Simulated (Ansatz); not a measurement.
CdSiP2 (chalcopyrite), relaxed with HSE06 (Ansatz, an electronic-structure program, plane waves, PAW): a = b = 5.693 Å, c = 10.487 Å, α = β = γ = 90.00°.

| Quantity | Value |
|---|---|
| gap (eV) | 2.02 |
| B₀ by P(V) fit (GPa) | 83.3 |

Problem. The same phase is relaxed and computed with LDA in the same code. What are the cell and these values now?

Solution. a = 5.586 Å, b = 5.586 Å, c = 10.460 Å, α = 90.00°, β = 90.00°, γ = 90.00°.

* **gap (eV)**: 1.20
* **B₀ by P(V) fit (GPa)**: 87.8

All cells were relaxed under the symmetry of their starts (and spin orders); stability against distortions was not tested throughout. Scalar-relativistic: spin–orbit coupling is off unless named, which matters more the heavier the elements.

Potentials: the later of the program's two PAW sets.

Ansatz is a plane-wave DFT program.
